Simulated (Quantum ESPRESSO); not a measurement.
## Si3O4NF (finding a planted mistake in a log)

Simulated, not a measurement. The program is pw.x of Quantum ESPRESSO 7.5 (plane-wave density functional theory). The cell is made up: 9 atoms on a quartz lattice, with randomly drawn elements, strain and displacements, not relaxed. PseudoDojo standard norm-conserving files (v0.5 for PBE, v0.4.1 for LDA and PBEsol) set the functional; there is no spin polarisation, spin-orbit coupling or dispersion term, and the masses in the input are unused placeholders.

Intended input:

```
&control calculation='scf', pseudo_dir='./dojo.nc.sr.pbe.v0_5.standard.upf', outdir='./o', disk_io='low', tprnfor=.true., tstress=.true. /
&system ibrav=0, nat=9, ntyp=4, nbnd=30, ecutwfc=84.00895049, nosym=.true., tot_charge=0,
 occupations='smearing', smearing='fd', degauss=0.0018374661
/
&electrons conv_thr=7.350e-09, electron_maxstep=60, /
ATOMIC_SPECIES
F 1.0 F.upf
N 1.0 N.upf
O 1.0 O.upf
Si 1.0 Si.upf
CELL_PARAMETERS angstrom
4.9682 -0.0123 0.0069
-2.4947 4.1812 0.0064
0.0076 0.0124 5.3119
ATOMIC_POSITIONS angstrom
Si 2.2711 -0.0694 3.5842
Si -1.2043 1.9855 1.7121
Si 1.3286 2.2347 -0.0055
O 1.4139 1.1437 4.1358
O 3.3072 0.6318 2.509
N 2.7571 2.4512 0.7409
F 0.2181 1.717 1.1656
O -1.106 3.0332 2.996
O 0.8094 3.5713 4.6965
K_POINTS automatic
5 5 4 1 1 1
```

The log is shortened where brackets say so; the opening notice, blank lines, dates and the lines on written files are dropped, and the path of the files is cut. It prints rydbergs, bohrs and kilobars, and counts compression as positive stress. Where no state is partly filled, the Fermi energy that it prints is only some level between the filled and the empty states on the mesh, and need not lie in the true gap.

Log of the intended run:

```
     Program PWSCF v.7.5
     Parallel version (MPI & OpenMP), running on       4 processor cores
     Number of MPI processes:                 4
     Threads/MPI process:                     1
     [start-up lines left out]
     bravais-lattice index     =            0
     lattice parameter (alat)  =       9.3886  a.u.
     unit-cell volume          =     743.5347 (a.u.)^3
     number of atoms/cell      =            9
     number of atomic types    =            4
     number of electrons       =        48.00
     number of Kohn-Sham states=           30
     kinetic-energy cutoff     =      84.0090  Ry
     charge density cutoff     =     336.0358  Ry
     scf convergence threshold =      7.3E-09
     mixing beta               =       0.7000
     number of iterations used =            8  plain     mixing
     Exchange-correlation= PBE
                           (   1   4   3   4   0   0   0)
     [axes and pseudopotential details left out]
   Cartesian axes
     site n.     atom                  positions (alat units)
         1        Si     tau(   1) = (   0.4571255  -0.0139688   0.7214254  )
         2        Si     tau(   2) = (  -0.2424007   0.3996401   0.3446103  )
         3        Si     tau(   3) = (   0.2674197   0.4497989  -0.0011070  )
         4        O      tau(   4) = (   0.2845888   0.2302032   0.8324511  )
         5        O      tau(   5) = (   0.6656710   0.1271683   0.5050098  )
         6        N      tau(   6) = (   0.5549472   0.4933759   0.1491279  )
         7        F      tau(   7) = (   0.0438990   0.3455966   0.2346112  )
         8        O      tau(   8) = (  -0.2226149   0.6105205   0.6030329  )
         9        O      tau(   9) = (   0.1629155   0.7188289   0.9453084  )
     number of k points=    50  Fermi-Dirac smearing, width (Ry)=  0.0018
                       cart. coord. in units 2pi/alat
        k(    1) = (   0.1002807   0.1784769   0.1163524), wk =   0.0400000
        k(    2) = (   0.0999546   0.1779244   0.3501791), wk =   0.0400000
     [further k points left out]
     Dense  grid:    77339 G-vectors     FFT dimensions: (  60,  54,  60)
     Estimated max dynamical RAM per process >     157.09 MB
     Estimated total dynamical RAM >     571.73 MB
     Initial potential from superposition of free atoms
     starting charge      47.9981, renormalised to      48.0000
     Starting wfcs are   36 randomized atomic wfcs
     total cpu time spent up to now is        4.3 secs
     per-process dynamical memory:   123.4 Mb
     Self-consistent Calculation
     iteration #  1     ecut=    84.01 Ry     beta= 0.70
     Davidson diagonalization with overlap
     ethr =  1.00E-02,  avg # of iterations =  3.1
     total cpu time spent up to now is       12.4 secs
     total energy              =    -227.17555318 Ry
     estimated scf accuracy    <       2.76013692 Ry
     iteration #  2     ecut=    84.01 Ry     beta= 0.70
     Davidson diagonalization with overlap
     ethr =  5.75E-03,  avg # of iterations =  3.0
     total cpu time spent up to now is       20.8 secs
     total energy              =    -227.96093525 Ry
     estimated scf accuracy    <       1.76037260 Ry
     [iterations 3 to 9 left out]
     iteration # 10     ecut=    84.01 Ry     beta= 0.70
     Davidson diagonalization with overlap
     ethr =  2.46E-10,  avg # of iterations =  4.0
     total cpu time spent up to now is       76.3 secs
     total energy              =    -228.29649577 Ry
     estimated scf accuracy    <       0.00000007 Ry
     iteration # 11     ecut=    84.01 Ry     beta= 0.70
     Davidson diagonalization with overlap
     ethr =  1.40E-10,  avg # of iterations =  2.0
     total cpu time spent up to now is       81.1 secs
     End of self-consistent calculation
     [lines on levels left out]
     the Fermi energy is     6.8134 ev
!    total energy              =    -228.29649578 Ry
     estimated scf accuracy    <          3.3E-09 Ry
     smearing contrib. (-TS)   =       0.00000000 Ry
     internal energy E=F+TS    =    -228.29649578 Ry
     The total energy is F=E-TS. E is the sum of the following terms:
     one-electron contribution =    -105.49830931 Ry
     hartree contribution      =      79.07741943 Ry
     xc contribution           =     -61.39198826 Ry
     ewald contribution        =    -140.48361764 Ry
     convergence has been achieved in  11 iterations
     Forces acting on atoms (cartesian axes, Ry/au):
     atom    1 type  4   force =     0.13133808    0.12420079   -0.00709236
     atom    2 type  4   force =    -0.10956119   -0.05699857    0.30056587
     atom    3 type  4   force =     0.18446150   -0.01397786   -0.03859798
     atom    4 type  3   force =    -0.07862952    0.01974364    0.03334300
     atom    5 type  3   force =     0.01317240   -0.05178862   -0.00423777
     atom    6 type  2   force =    -0.18610787    0.09044754   -0.20629770
     atom    7 type  1   force =     0.13348854   -0.05489939   -0.02564604
     atom    8 type  3   force =    -0.03841619   -0.10110328   -0.07215238
     atom    9 type  3   force =    -0.04974576    0.04437576    0.02011537
     Total force =     0.559648     Total SCF correction =     0.000063
     Computing stress (Cartesian axis) and pressure
          total   stress  (Ry/bohr**3)                   (kbar)     P=      210.15
   0.00169610  -0.00041268   0.00060362          249.50      -60.71       88.80
  -0.00041268   0.00121567  -0.00015957          -60.71      178.83      -23.47
   0.00060362  -0.00015957   0.00137401           88.80      -23.47      202.12
     init_run     :      3.89s CPU      4.13s WALL (       1 calls)
     electrons    :     76.13s CPU     76.82s WALL (       1 calls)
     forces       :      1.14s CPU      1.18s WALL (       1 calls)
     stress       :      3.72s CPU      3.72s WALL (       1 calls)
     [timing details left out]
     PWSCF        :   1m25.09s CPU   1m26.14s WALL
     JOB DONE.
```

A second run was made from an input with one planted mistake. Its log:

```
     Program PWSCF v.7.5
     Parallel version (MPI & OpenMP), running on       4 processor cores
     Number of MPI processes:                 4
     Threads/MPI process:                     1
     [start-up lines left out]
     bravais-lattice index     =            0
     lattice parameter (alat)  =       9.3886  a.u.
     unit-cell volume          =     743.5347 (a.u.)^3
     number of atoms/cell      =            9
     number of atomic types    =            4
     number of electrons       =        48.00
     number of Kohn-Sham states=           30
     kinetic-energy cutoff     =      84.0090  Ry
     charge density cutoff     =     336.0358  Ry
     scf convergence threshold =      7.3E-03
     mixing beta               =       0.7000
     number of iterations used =            8  plain     mixing
     Exchange-correlation= PBE
                           (   1   4   3   4   0   0   0)
     [axes and pseudopotential details left out]
   Cartesian axes
     site n.     atom                  positions (alat units)
         1        Si     tau(   1) = (   0.4571255  -0.0139688   0.7214254  )
         2        Si     tau(   2) = (  -0.2424007   0.3996401   0.3446103  )
         3        Si     tau(   3) = (   0.2674197   0.4497989  -0.0011070  )
         4        O      tau(   4) = (   0.2845888   0.2302032   0.8324511  )
         5        O      tau(   5) = (   0.6656710   0.1271683   0.5050098  )
         6        N      tau(   6) = (   0.5549472   0.4933759   0.1491279  )
         7        F      tau(   7) = (   0.0438990   0.3455966   0.2346112  )
         8        O      tau(   8) = (  -0.2226149   0.6105205   0.6030329  )
         9        O      tau(   9) = (   0.1629155   0.7188289   0.9453084  )
     number of k points=    50  Fermi-Dirac smearing, width (Ry)=  0.0018
                       cart. coord. in units 2pi/alat
        k(    1) = (   0.1002807   0.1784769   0.1163524), wk =   0.0400000
        k(    2) = (   0.0999546   0.1779244   0.3501791), wk =   0.0400000
     [further k points left out]
     Dense  grid:    77339 G-vectors     FFT dimensions: (  60,  54,  60)
     Estimated max dynamical RAM per process >     157.09 MB
     Estimated total dynamical RAM >     571.73 MB
     Initial potential from superposition of free atoms
     starting charge      47.9981, renormalised to      48.0000
     Starting wfcs are   36 randomized atomic wfcs
     total cpu time spent up to now is        3.8 secs
     per-process dynamical memory:   123.4 Mb
     Self-consistent Calculation
     iteration #  1     ecut=    84.01 Ry     beta= 0.70
     Davidson diagonalization with overlap
     ethr =  1.00E-02,  avg # of iterations =  3.1
     total cpu time spent up to now is       10.4 secs
     total energy              =    -227.17555318 Ry
     estimated scf accuracy    <       2.76013692 Ry
     iteration #  2     ecut=    84.01 Ry     beta= 0.70
     Davidson diagonalization with overlap
     ethr =  5.75E-03,  avg # of iterations =  3.0
     total cpu time spent up to now is       16.4 secs
     total energy              =    -227.96093525 Ry
     estimated scf accuracy    <       1.76037260 Ry
     iteration #  3     ecut=    84.01 Ry     beta= 0.70
     Davidson diagonalization with overlap
     ethr =  3.67E-03,  avg # of iterations =  2.0
     total cpu time spent up to now is       21.9 secs
     total energy              =    -228.28029230 Ry
     estimated scf accuracy    <       0.03442910 Ry
     iteration #  4     ecut=    84.01 Ry     beta= 0.70
     Davidson diagonalization with overlap
     ethr =  7.17E-05,  avg # of iterations =  9.4
     total cpu time spent up to now is       29.6 secs
     End of self-consistent calculation
     [lines on levels left out]
     the Fermi energy is     6.7265 ev
!    total energy              =    -228.29413739 Ry
     estimated scf accuracy    <       0.00679138 Ry
     smearing contrib. (-TS)   =       0.00000000 Ry
     internal energy E=F+TS    =    -228.29413739 Ry
     The total energy is F=E-TS. E is the sum of the following terms:
     one-electron contribution =    -105.88418589 Ry
     hartree contribution      =      79.58511636 Ry
     xc contribution           =     -61.51145023 Ry
     ewald contribution        =    -140.48361764 Ry
     convergence has been achieved in   4 iterations
     Forces acting on atoms (cartesian axes, Ry/au):
     atom    1 type  4   force =     0.13058557    0.12401999   -0.00792015
     atom    2 type  4   force =    -0.10776353   -0.05850427    0.30170147
     atom    3 type  4   force =     0.18512452   -0.01306535   -0.04014538
     atom    4 type  3   force =    -0.07513700    0.01852768    0.03456898
     atom    5 type  3   force =     0.01081488   -0.05093021   -0.00218249
     atom    6 type  2   force =    -0.18820272    0.08958176   -0.20672633
     atom    7 type  1   force =     0.12971766   -0.05219387   -0.02672885
     atom    8 type  3   force =    -0.03478627   -0.09781582   -0.07018429
     atom    9 type  3   force =    -0.05035311    0.04038010    0.01761704
     Total force =     0.557795     Total SCF correction =     0.059213
     SCF correction compared to forces is large: reduce conv_thr to get better values
     Computing stress (Cartesian axis) and pressure
          total   stress  (Ry/bohr**3)                   (kbar)     P=      258.84
   0.00205200  -0.00040425   0.00060426          301.86      -59.47       88.89
  -0.00040425   0.00150486  -0.00016488          -59.47      221.37      -24.25
   0.00060426  -0.00016488   0.00172173           88.89      -24.25      253.28
     init_run     :      3.50s CPU      3.71s WALL (       1 calls)
     electrons    :     25.32s CPU     25.81s WALL (       1 calls)
     forces       :      1.19s CPU      1.22s WALL (       1 calls)
     stress       :      3.73s CPU      3.73s WALL (       1 calls)
     [timing details left out]
     PWSCF        :     33.90s CPU     34.73s WALL
     JOB DONE.
```

Question: what was wrong in the second input?

Answer: the self-consistency threshold is too loose. The input lines that differ, file-writing options aside:

```
- &electrons conv_thr=7.350e-09, electron_maxstep=60, /
+ &electrons conv_thr=7.350e-03, electron_maxstep=60, /
```

|  | intended run | run with the mistake |
| --- | --- | --- |
| free energy (eV) | -3106.132 | -3106.100 |
| smearing term -TS (eV) | 0.0000 | 0.0000 |
| pressure (GPa) | 21.02 | 25.88 |
| largest force component (eV/Å) | 7.728 | 7.757 |
| largest change of a force component (eV/Å) |  | 0.103 |
| iterations | 11 | 4 |

For scale, a rerun of the intended cell at a cutoff of 1437 eV and k mesh 7 x 7 x 6 moved values by no more than 0.003 eV in energy, 0.02 GPa in stress and 0.002 eV/Å in force.